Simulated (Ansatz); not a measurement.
The relaxed structure here is a generated cell of TiTe2: the first start was made by placing the elements on the sites of a structure type, and the end was not matched to a known phase here, so it may be hypothetical. Known forms of TiTe2 include space group No. 164.

A relaxed structure of TiTe2. Method: PBE (plane waves to 420 eV, PAW, scalar-relativistic; Ansatz, a quantum-chemistry and plane-wave program).

```
CELL_PARAMETERS angstrom
      6.77270     0.00000     0.00000
      0.00000     6.79976     0.00000
     -1.26473     0.00000     7.05661
ATOMIC_POSITIONS crystal
  Ti 0.29066 0.06029 0.20908
  Ti 0.70934 0.56029 0.29092
  Ti 0.70934 0.93971 0.79092
  Ti 0.29066 0.43971 0.70908
  Te 0.07210 0.33889 0.34452
  Te 0.92790 0.83889 0.15548
  Te 0.92790 0.66111 0.65548
  Te 0.07210 0.16111 0.84452
  Te 0.42858 0.76071 0.48501
  Te 0.57142 0.26071 0.01499
  Te 0.57142 0.23929 0.51499
  Te 0.42858 0.73929 0.98501
```

### Question
Find the space group and the Wyckoff positions (tolerance 0.01 Å).

### Answer
Space group P2₁/c (No. 14); a = 6.7727 Å, b = 6.7998 Å, c = 7.1690 Å, α = 90.00°, β = 100.16°, γ = 90.00°

| atom | site | symmetry | x | y | z |
|---|---|---|---|---|---|
| Ti | 4e | 1 | 0.2907 | 0.0603 | 0.2091 |
| Te | 4e | 1 | 0.0721 | 0.3389 | 0.3445 |
| Te | 4e | 1 | 0.5714 | 0.2607 | 0.0150 |

This is the AFLOW prototype A2B_mP12_14_2e_e (C43, as in ZrO2).

### Question
Give the shortest distances between elements (the closest pairs, up to four, under 3.6 Å).

### Answer
Te–Ti 2.69 Å; Te–Te 3.39 Å.

```json
{
 "volume_per_atom": "27.08 Å³",
 "density": "6.19 g/cm³",
 "band_gap": "no gap (metallic)"
}
```

No spin polarisation in the result.

The run could not lose the symmetry of its start; a randomly shaken copy of 12 atoms returns to this structure.
